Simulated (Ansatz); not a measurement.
Al (Fm-3m): energy against volume by PBE and RPA

```
Al
1.0
     0.00000    2.02500    2.02500
     2.02500    0.00000    2.02500
     2.02500    2.02500    0.00000
Al
1
Direct
  0.00000 0.00000 0.00000
```

RPA total energy on PBE orbitals, norm-conserving pseudopotentials (Ansatz); 8×8×8 mesh, wave cutoff 544 eV, correlation extrapolated to infinite response cutoff from cutoffs up to 160 eV, 3 electrons, all correlated, long-wavelength term: mesh fit, core-valence exchange-correlation kept as a semilocal term. Smearing 0.1 eV.

A Birch-Murnaghan fit gives PBE: V0 = 16.52 Å³ an atom (lattice constants -0.2 % against the given cell), B0 = 80 GPa.

**Question.** What does RPA on these orbitals give?

**Answer.** RPA: V0 = 16.11 Å³ an atom (lattice constants -1.0 % against the given cell), B0 = 84 GPa. The points for the whole cell, counted from the given cell:

| V/V_given | V (Å³) | PBE (meV) | Hartree-Fock expression on these orbitals (meV) | RPA (meV) |
| --- | --- | --- | --- | --- |
| 0.92 | 15.28 | 27 | 48 | 9 |
| 0.96 | 15.94 | 5 | 15 | -3 |
| 1.00 | 16.61 | 0 | 0 | 0 |
| 1.04 | 17.27 | 8 | 1 | 16 |
| 1.08 | 17.94 | 26 | 15 | 41 |

With norm-conserving pseudopotentials the core–valence exchange is only approximate, which can shift gaps by tenths of an eV and RPA lattice constants by most of a per cent. The mesh is coarse, so these are values at the stated settings, not converged ones.
